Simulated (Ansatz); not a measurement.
This cell of Ru (hcp, Mg type) is off equilibrium:

```yaml
crystal:
  lattice:
    - [5.41163, 0.00000, 0.00000]
    - [-1.35291, 2.34330, 0.00000]
    - [0.00000, 0.00000, 4.26228]
  atoms:
    - { symbol: Ru, position: [0.16667, 0.66667, 0.72654] }
    - { symbol: Ru, position: [0.66667, 0.66667, 0.77346] }
    - { symbol: Ru, position: [0.33333, 0.33333, 0.22654] }
    - { symbol: Ru, position: [0.83333, 0.33333, 0.27346] }
```

The numbers are results of r2SCAN (plane waves to 500 eV, PAW, scalar-relativistic; Ansatz, an electronic-structure program), not measurements. k mesh 10×20×11 (Γ-centred), Fermi-Dirac smearing 0.05 eV. Stress and pressure are positive under compression. With partly filled bands, energies and forces of such displacements shift with the k mesh and the smearing. Ru is run without spin polarisation. Ru was relaxed with its symmetry unable to fall. The PAW data are Ansatz's earlier set.

Problem. Predict the force on every atom, in eV/Å.

Solution. 
| atom | Fx | Fy | Fz |
|---|---|---|---|
| Ru1 | 0.311 | 0.179 | 1.226 |
| Ru2 | 0.311 | 0.179 | -1.226 |
| Ru3 | -0.311 | -0.179 | 1.226 |
| Ru4 | -0.311 | -0.179 | -1.226 |

Problem. What is the stress tensor (GPa)?

Solution. 
```
    1.3      0.6      0.0
    0.6      0.6      0.0
    0.0      0.0      4.9
```
The pressure, a third of the trace, is 2.3 GPa.

(For displaced atoms, the force is minus the slope of the energy, and its curvature is a force constant, which sets phonon frequencies.)
